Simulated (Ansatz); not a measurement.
Total density of states per atom from the program Ansatz at the PBE level (PAW), in 0.25 eV bins, energy from the Fermi level:

```tsv
E (eV)	states/eV/atom
-7.85	0.29
-7.60	0.30
-7.35	0.18
-7.10	0.36
-6.85	0.26
-6.60	0.18
-6.35	0.17
-6.10	0.20
-5.85	0.29
-5.60	0.53
-5.35	0.33
-5.10	0.42
-4.85	0.31
-4.60	0.40
-4.35	0.44
-4.10	0.32
-3.85	0.35
-3.60	0.41
-3.35	0.46
-3.10	0.51
-2.85	0.70
-2.60	0.93
-2.35	1.13
-2.10	1.34
-1.85	0.70
-1.60	0.56
-1.35	0.41
-1.10	0.33
-0.85	0.22
-0.60	0.20
-0.35	0.20
-0.10	0.37
0.15	0.36
0.40	0.21
0.65	0.23
0.90	0.25
1.15	0.37
1.40	0.35
1.65	0.35
1.90	0.59
2.15	0.61
2.40	0.67
2.65	0.82
2.90	0.69
3.15	0.68
3.40	0.68
3.65	0.82
3.90	0.86
4.15	0.86
4.40	0.67
4.65	0.67
4.90	0.57
```

Question: Which compound is it?
A) CoSi, P2_13 (Co on 4a, Si on 4a)
B) TaSi2, P6_222 (Ta on 3d, Si on 6j)
C) Ga2O3, C2/m (Pearson symbol mS20)
D) SiNi, Pnma (Si on 4c, Ni on 4c)

Answer: B, TaSi2, P6_222 (Ta on 3d, Si on 6j). Within 0.5 eV of the Fermi level: Ta 5d 68 %, Si 3p 23 %. Projections are on Löwdin-orthogonalised atomic valence shells; empty p or d shells of many metals are not among them.

Symmetry was held in the PBE relaxation. No spin polarisation was allowed. Scalar-relativistic: spin–orbit coupling is off unless named, which matters more the heavier the elements.

Potentials: the earlier of the program's two PAW sets.
